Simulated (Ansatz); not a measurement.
A crystal relaxed with r2SCAN in Ansatz has space group Fm-3m (No. 225) and a = 5.156 Å.

| atom | site | x | y | z |
| --- | --- | --- | --- | --- |
| Xx | 4a | 0.0000 | 0.0000 | 0.0000 |
| Zn | 8c | 0.2500 | 0.7500 | 0.7500 |

The r2SCAN gap is direct at Γ: 0.08 eV. With HSE06 the gap is 0.75 eV and direct, at Γ. Meshes: r2SCAN 8×8×8, HSE06 6×6×6.

Q: Which element is Xx?
A. Ge
B. Si
C. C
D. Pb

A: C. Xx is C: Zn₂C (antifluorite). Around C lie 8 Zn at 2.23 Å; around Zn lie 4 C at 2.23 Å.

These are computed values for a spin-unpolarised cell that may be hypothetical; none is a measurement.

Gaps or overlaps of about a tenth of an eV are at the limit of these meshes: between the points read a gap can be smaller or closed.

The meshes of the hybrids are coarse, so their gaps aren't converged to the digits shown.
